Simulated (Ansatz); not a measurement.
**Profile along the Hf–O line in SrHfO3 (cubic perovskite)**

SrHfO$_{3}$ (cubic perovskite)

```cif
data_HfO3Sr
_chemical_formula_sum 'Sr1 Hf1 O3'
_space_group_name_H-M_alt 'P 1'
_space_group_IT_number 1
_cell_length_a 4.06824
_cell_length_b 4.06824
_cell_length_c 4.06824
_cell_angle_alpha 90.000
_cell_angle_beta 90.000
_cell_angle_gamma 90.000
loop_
_space_group_symop_operation_xyz
  'x, y, z'
loop_
_atom_site_label
_atom_site_type_symbol
_atom_site_fract_x
_atom_site_fract_y
_atom_site_fract_z
_atom_site_occupancy
Sr1 Sr 0.50000 0.50000 0.50000 1
Hf1 Hf 0.00000 0.00000 0.00000 1
O1 O 0.00000 0.50000 0.00000 1
O2 O 0.50000 0.00000 0.00000 1
O3 O 0.00000 0.00000 0.50000 1
```

Fields along a shortest Hf–O line of a {100} plane (2.03 Å), from Hf to O, interpolated on the slice's grid (step about 0.2 Å). Level of theory: LDA (plane waves to 420 eV, PAW, scalar-relativistic; Ansatz, an electronic-structure program). k mesh 8×8×8. Near the nuclei the fields are pseudised (PAW); where an atom keeps semicore shells as valence, they peak there. Spin-orbit coupling is left out, though Hf is heavy. SrHfO3 is run without spin polarisation. SrHfO3 was relaxed with its symmetry unable to fall.

```
distance from Hf (Å)  valence electron density (e/Å³)  electron localisation function
--------------------  -------------------------------  ------------------------------
0.00                                            35.58                               x
0.10                                            34.04                               x
0.20                                            29.79                               x
0.30                                            23.84                               x
0.41                                            17.45                            0.85
0.51                                            11.70                            0.85
0.61                                             7.20                            0.80
0.71                                             4.11                            0.66
0.81                                             2.27                            0.47
0.91                                             1.29                            0.27
1.01                                             0.88                            0.19
1.12                                             0.82                            0.30
1.22                                             0.98                            0.52
1.32                                             1.35                            0.71
1.42                                             2.04                            0.83
1.52                                             3.13                            0.83
1.62                                             4.55                            0.76
1.73                                             5.93                               x
1.83                                             6.96                               x
1.93                                             7.52                               x
2.03                                             7.67                               x
```

x: too close to a nucleus for the ELF to mean much.

Density on the Hf–O line (2.03 Å) at its density minimum, 1.1 Å from Hf: 0.82 e/Å³. ELF at that point: 0.3.
